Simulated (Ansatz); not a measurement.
AlP:
Space group F-43m (No. 216); a = b = c = 5.508 Å, α = β = γ = 90.00°

```
atom  site  symmetry       x       y       z
----  ----  --------  ------  ------  ------
P       4c      -43m  0.2500  0.2500  0.2500
Al      4a      -43m  0.0000  0.0000  0.0000
```
(The calculation used a cell of 2 atoms; values per cell refer to that cell.)

Relaxed with PBE. DFT-PBE in the program Ansatz with PAW potentials gives a gap of 1.63 eV.

Q: What gap does HSE06 give on the same cell (Ansatz, PAW)?

A: 2.31 eV, 0.68 eV more. The hybrid was solved on a coarser mesh and at special points; its gap is the smallest among all of these.

```json
[
 {"k": "Γ", "v1 PBE": "0.00", "c1 PBE": "3.09", "v1 HSE06": "?", "c1 HSE06": "?"},
 {"k": "X", "v1 PBE": "-2.05", "c1 PBE": "1.63", "v1 HSE06": "-2.25", "c1 HSE06": "2.31"},
 {"k": "L", "v1 PBE": "-0.75", "c1 PBE": "2.72", "v1 HSE06": "?", "c1 HSE06": "?"},
 {"k": "W", "v1 PBE": "-2.72", "c1 PBE": "4.32", "v1 HSE06": "?", "c1 HSE06": "?"},
 {"k": "K", "v1 PBE": "-1.69", "c1 PBE": "2.46", "v1 HSE06": "?", "c1 HSE06": "?"}
]
```

Q: Top valence (v1) and lowest conduction level (c1) in eV from each method's valence maximum (which need not be a listed point): supply the withheld HSE06 values.

A: 
- Γ, v1 HSE06: 0.00
- Γ, c1 HSE06: 4.01
- L, v1 HSE06: -0.82
- L, c1 HSE06: 3.56
- W, v1 HSE06: -2.95
- W, c1 HSE06: 5.14
- K, v1 HSE06: -1.85
- K, c1 HSE06: 3.21

Cost on shared cores: the PBE run (SCF on a 9×9×9 mesh, then bands and DOS) very roughly 14 core-seconds, the HSE06 run (SCF on 6×6×6, then a few points) very roughly 90 core-seconds; the tasks are unlike.

The cell was relaxed with PBE under the symmetry of its start; phonons on a q-mesh show no instability.

Potentials: the later of the program's two PAW sets.
